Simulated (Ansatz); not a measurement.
# Two states of NiClO

```
CELL_PARAMETERS angstrom
3.56047 0.00000 0.00000
0.00000 3.55063 0.00000
0.00000 0.00000 7.54387
ATOMIC_POSITIONS crystal
Ni 0.00000 0.50000 0.07000
Ni 0.50000 0.00000 0.93000
O 0.00000 0.00000 0.94000
O 0.50000 0.50000 0.06000
Cl 0.00000 0.00000 0.30000
Cl 0.50000 0.50000 0.70000
```

Method: r2SCAN; PAW, plane waves to 500 eV, 6×6×3 Γ-centred mesh, fermi-dirac occupations (width 0.1 eV) (Ansatz 0.2.0), atoms fixed.

State A: Ni1 up, Ni2 down (collinear spin). State B: Ni1 up, Ni2 up (collinear spin).

**Question.** Compare the two self-consistent states.

**Answer.** State B is lower by 7.3 meV an atom at zero smearing. So small a gap isn't resolved on this mesh where a state is a metal.

```
state  free energy (meV/atom)  largest moment in a small sphere (μB)  net moment (μB/cell)  gap on mesh (eV)  pressure (GPa)  largest force (eV/Å)
    A                     6.9                                   1.26                  0.00             metal             5.4                  3.09
    B                     0.0                                   1.28                  3.93             metal             5.6                  2.75
```

Origin: a known structure type with other elements, at an estimated volume, so it need not be a known compound. Caveats: semilocal functionals often miss the gap of such magnets; atoms or cell far from equilibrium.
